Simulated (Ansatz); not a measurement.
Input and command of a plane-wave DFT calculation in Ansatz:

```yaml
crystal:
  lattice:
    - [3.38105, 0.0, 0.0]
    - [0.0, 3.38105, 0.0]
    - [0.0, 0.0, 3.38105]
  atoms:
    - { symbol: "Y", position: [0.5, 0.5, 0.5] }
    - { symbol: Au, position: [0.0, 0.0, 0.0] }
basis:
  ecutwfc: 500
kpoints:
  mp_grid: { grid: [14, 14, 14] }
hamiltonian:
  xc: r2scan
scf:
  occupations: { method: gaussian, width: 0.15 }
output:
  forces: true
  stress: true
  eigenvalues: true
```

```bash
ansatz run input.yaml --threads 1 --pin off --max-ram 2560MiB --backend cpu --events-out ev --progress --plain --runs-dir out
```

Processor: Arm Neoverse V2, 1 thread, on a host shared with other jobs.

How long does it run, and how much memory does it take?

About 11 s on 1 thread of Arm Neoverse V2 (shared host), peak memory 0.44 GiB. It solves 19 bands at 120 k points (the mesh reduced by symmetry) with about 1021 plane waves, in 7 SCF iterations.
